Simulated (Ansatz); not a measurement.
Q: Each is relaxed and computed with PBE in the plane-wave PAW code Ansatz. Which is the only metal?
(A) TaSi2, fluorite
(B) SiO2, CdI2 type
(C) PbI2, fluorite
(D) CdF2, fluorite

A: A, TaSi2, fluorite. TaSi2: metal; CdF2: gap 2.92 eV (indirect); SiO2: gap 6.25 eV (indirect); PbI2: gap 1.68 eV (indirect). Constructed cells (a structure type filled with these elements, in neither database checked): TaSi2, fluorite; SiO2, CdI2 type; PbI2, fluorite. Not the usual ambient phase: SiO2, CdI2 type; PbI2, fluorite. Weakly bound layers, chains or molecules computed without a dispersion correction, so cells and soft constants are ill determined: SiO2, CdI2 type. All cells were relaxed under the symmetry of their starts (and spin orders); stability against distortions was not tested throughout. Rows with no word on spin ran without spin polarisation. Scalar-relativistic: spin–orbit coupling is off unless named, which matters more the heavier the elements.

Potentials: the later of the program's two PAW sets.
